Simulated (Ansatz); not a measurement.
Os: two-dimensional strain map

Level of theory: DFT PBEsol, scalar-relativistic, plane waves, PAW in Ansatz 0.2.0. The runs took a 420 eV cutoff, a Γ-centred 18×18×12 mesh and Gaussian smearing (0.15 eV). Spin–orbit coupling is left out, which can shift energies with elements as heavy as these. No spin polarisation. Energies are free energies at this smearing, counted from the undisturbed cell; pressure is positive in compression.

Reference structure (as given, not relaxed at this level; it stands at -2.8 GPa):

```
Os
1.0
     2.73410    0.00000    0.00000
    -1.36705    2.36780    0.00000
     0.00000    0.00000    4.31970
Os
2
Direct
  0.33333 0.66667 0.25000
  0.66667 0.33333 0.75000
```

The cell is strained by p along both x and y and by q along z, fractional coordinates fixed. Points are written (p, q).

Energy above the undisturbed cell in meV/atom (a dash: not computed):

```csv
p \ q,-0.080,-0.040,0.000,0.040,0.080
-0.080,1385.6,942.0,713.8,646.8,690.1
-0.040,602.2,279.6,143.3,147.6,252.3
0.000,270.2,55.6,0.0,64.3,216.0
0.040,242.7,124.7,140.3,256.8,446.5
0.080,416.2,383.2,461.6,623.4,845.3
```

Pressure in GPa:

| p \ q | -0.080 | -0.040 | 0.000 | 0.040 | 0.080 |
| --- | --- | --- | --- | --- | --- |
| -0.080 | 185.3 | 138.7 | 103.3 | 76.9 | 57.3 |
| -0.040 | 102.1 | 65.9 | 38.9 | 19.0 | 4.7 |
| 0.000 | 46.0 | 17.9 | -2.8 | -17.6 | -28.0 |
| 0.040 | 8.7 | -13.0 | -28.8 | -39.8 | -47.2 |
| 0.080 | -15.7 | -32.4 | -44.3 | -52.4 | -57.5 |